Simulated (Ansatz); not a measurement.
AlNi in space group Fd-3m (No. 227; Ni on 8b, Al on 8a) at seven volumes, r²SCAN in the plane-wave PAW code Ansatz, scaled uniformly. One row is withheld.

```tsv
V (Å³/atom)	P (GPa)
11.009	?
11.372	11.60
11.735	5.34
12.098	0.01
12.460	-4.52
12.823	-8.38
13.186	-11.66
```

Question: Fit the shown pressures and predict the withheld one.

Answer: P = (3/2)B₀(x^(7/2) − x^(5/2))[1 + (3/4)(B′ − 4)(x − 1)] with x = (V₀/V)^(2/3). Least squares on the six rows gives V₀ = 12.099 Å³/atom, B₀ = 164 GPa, B′ = 4.38. At V = 11.009, x = 1.0650 and P = 19.05 GPa. The run itself gave 18.96 GPa.

The start of the workflow was typed in or built on a structure type; neither database checked (COD, Materials Project) lists it. It is not the phase usual at ambient conditions (space group No. 221). The r²SCAN relaxation kept the symmetry of its start. At this level the phase is mechanically unstable. The workflow began spin-polarised and lost its moments.

Potentials: the earlier of the program's two PAW sets.
